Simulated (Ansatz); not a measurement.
**AsRu (Pnma): electronic heat capacity and spin susceptibility from the density of states**

All numbers below come from DFT PBEsol, scalar-relativistic, plane waves, PAW in Ansatz 0.2.0.

Cutoff 420 eV; k points 6×10×6 on the computed 8-atom cell (Γ-centred); Gaussian smearing, width 0.10 eV; no spin polarisation.

Relaxed cell: Pnma, a = 5.695 Å, b = 3.291 Å, c = 6.351 Å, α = 90.00°, β = 90.00°, γ = 90.00°, 8 atoms in the primitive cell. Whether it is the stable form of this composition wasn't checked.

The density of states at the Fermi level is 5.662 states/eV in the cell of 8 atoms (4 formula units; both spins, tetrahedra on a 9×15×9 mesh). Averaged over bins of 0.1 eV the density runs from 4.0 to 5.8 states/eV within 0.2 eV of the Fermi level, so the figure hangs on the exact place of that level.

Task: What Sommerfeld coefficient and Pauli susceptibility does this give?

Result: Per formula unit N(E_F) = 1.416 states/eV. γ = (π²/3) k_B² N(E_F) N_A = 2.357 mJ/(mol K²) per state/eV, so γ = 3.3 mJ/(mol K²), a mole of formula units. χ_P = μ_B² N(E_F) N_A = 3.23×10⁻⁵ emu/mol per state/eV gives 4.6×10⁻⁵ emu/mol. This is the bare band result: a measured γ of the same phase is as a rule larger by a factor 1 + λ from phonons and spin fluctuations, the spin part of χ is larger by the Stoner factor, and a measured χ also holds orbital and core terms. N(E_F) at one energy is sensitive to the mesh where the density of states has sharp peaks.

A ferromagnetic start lost its moments in a first run, so spin was left out; other magnetic orders weren't tried.